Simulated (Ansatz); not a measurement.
# Relaxing a structure of Ni

The start is a generated trial cell of Ni in the bcc structure type. The cell and all atomic positions are relaxed at zero pressure with r2SCAN (plane waves to 500 eV, PAW, scalar-relativistic; Ansatz, a program for electronic structure). The first steps use a coarse 16×16×16 k-mesh.

Input geometry:
```yaml
crystal:
  lattice:
    - [-1.39691, 1.39691, 1.39691]
    - [1.39691, -1.39691, 1.39691]
    - [1.39691, 1.39691, -1.39691]
  atoms:
    - { symbol: Ni, position: [0.00000, 0.00000, 0.00000] }
```
Spin-polarised start, with parallel moments on Ni.

* **Initial pressure**: -6.1 GPa (negative: the cell is under tension)
* **Energy released**: 0.01 eV/atom
* **Volume change**: -2.9 %, from 10.90 to 10.58 Å³/atom
* **Shortest distances (start → end)**: The closest pairs of elements (up to four, under 3.6 Å), start → end: Ni–Ni 2.42 → 2.40 Å
* **Moments at the end**: net 0.62 μB/atom, ferromagnetic
* **Optimiser moves**: 6

Final values are on a 23×23×23 k-mesh of the relaxed cell. Spin state reached: ferromagnetic (net 0.62 μB/atom), from parallel starting moments; other spin orders were not run from this start. r2SCAN tends to overstate moments in metals.

The run could not lower the symmetry of its start; a shaken copy of this end point relaxes with r2SCAN to P6₃/mmc (No. 194), 0.07 eV/atom lower.

The relaxed structure here is a generated cell of Ni: the first start was made by placing the elements on the sites of a structure type, and the end was not matched to a known phase here, so it may be hypothetical. Known forms of Ni include space group No. 225.
